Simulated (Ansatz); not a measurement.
The slice is one period of a (1 -1 0 0) plane through atoms; its size isn't given.

These are r2SCAN (plane waves to 500 eV, PAW, scalar-relativistic; Ansatz, a program for electronic structure) values and carry that method's errors. Near the nuclei the fields are pseudised (PAW); where an atom keeps semicore shells as valence, they peak there.

```
|998855110000000000115588|
|665522000000000000002255|
|222200000000000000000022|
|000000000000000000000000|
|000000000000000000000000|
|000000000000000000000000|
|000000000000000000000000|
|000000000000000000000000|
|000000000000000000000000|
|000000000000110000000000|
|000000000000000000000000|
|000000000000000000000000|
|000000000000000000000000|
|000000000000000000000000|
|000000000000000000000000|
|000000000000000000000000|
|222200000000000000000022|
|665522000000000000002255|
|998855110000000000115588|
|999966220000000000226699|
```
Scale: ten equal steps from -1.53 (start of '0') to 1.32 (end of '9'), in the order '0123456789'. Values: log₁₀ of the valence density in e/Å³. The map has 12 points along u (two characters each, u = 0 at the left) and 20 along v (v = 0 in the bottom row). The scale is logarithmic, as a density can span decades between atoms and voids.

```
|xxxx880000447744000088xx|
|999933000066886600003399|
|110000003388888833000000|
|000000337788998877330000|
|333355778888888888775533|
|888888887755555577888888|
|999988663311111133668899|
|999977330000000000337799|
|999966110000000000116699|
|998866110000000000116688|
|999966110000000000116699|
|999977330000000000337799|
|999988663311111133668899|
|888888887755555577888888|
|333355778888888888775533|
|000000337788998877330000|
|110000003388888833000000|
|999933000066886600003399|
|xxxx880000447744000088xx|
|xxxx991100337733001199xx|
```
Scale: ten equal steps from 0.02 (start of '0') to 0.61 (end of '9'), in the order '0123456789'. Values: electron localisation function (ELF). The map has 12 points along u (two characters each, u = 0 at the left) and 20 along v (v = 0 in the bottom row). Points within 0.5 Å of a nucleus are blanked (x), as the pseudised field means little there.

Task: Which relaxed crystal do these maps come from?
(A) Cd (hcp, Mg type)
(B) Ru (hcp, Mg type)
(C) Re (hcp, Mg type)
(D) Na (hcp, Mg type)

Result: D, Na (hcp, Mg type). Atoms on the slice: Na at (0.00, 0.00)

All were relaxed with their symmetry unable to fall. Re is run without spin polarisation. Ru is run without spin polarisation. Spin-orbit coupling is left out. This is one of several known forms of Na; the measured ambient cells at hand have space group No. 229.
